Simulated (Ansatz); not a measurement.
MgO (rock salt) was relaxed and computed twice in Ansatz (plane waves, PAW), once with LDA and once with r²SCAN+D4.

```
                                                                                                        run 1                                     run 2
-------------------------------  ----------------------------------------------------------------------------  ----------------------------------------
cell                             a = 4.1941 Å, b = 4.1941 Å, c = 4.1941 Å, α = 90.00°, β = 90.00°, γ = 90.00°  a = b = c = 4.1593 Å, α = β = γ = 90.00°
gap (eV)                                                                                                 5.76                                      5.03
ΔH_f (eV/atom)                                                                                          -2.98                                     -2.91
electron conductivity mass (mₑ)                                                                          0.37                                      0.36
```

Which run used which functional?

Run 1 is r²SCAN+D4, run 2 is LDA.

All cells were relaxed under the symmetry of their starts (and spin orders); stability against distortions was not tested throughout.

Potentials: the later of the program's two PAW sets.

Ansatz (an electronic-structure program) is a plane-wave DFT program.

Formation energies count from the lowest solids of the elements computed at the same level, not from gases.
